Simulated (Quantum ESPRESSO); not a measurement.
```
SrTiO3
1.0
    3.91270     0.00000     0.00000
    0.00000     3.91270     0.00000
    0.00000     0.00000     3.91270
O Ti Sr
3 1 1
Direct
  0.50000   0.00000   0.50000
  0.00000   0.50000   0.50000
  0.50000   0.50000   0.00000
  0.50000   0.50000   0.50000
  0.00000   0.00000   0.00000
```

The geometry is that of Materials Project entry mp-5229, symmetrised and not relaxed again.

**Question.** What does norm-conserving PBEsol (Quantum ESPRESSO, 84 Ry, scalar-relativistic) give for the electronic structure near the Fermi level?

**Answer.** The PBEsol gap is indirect, 1.84 eV, from R to Γ; the smallest direct gap is 2.21 eV. The cell is held in this high symmetry; tilts and polar distortions were not searched.
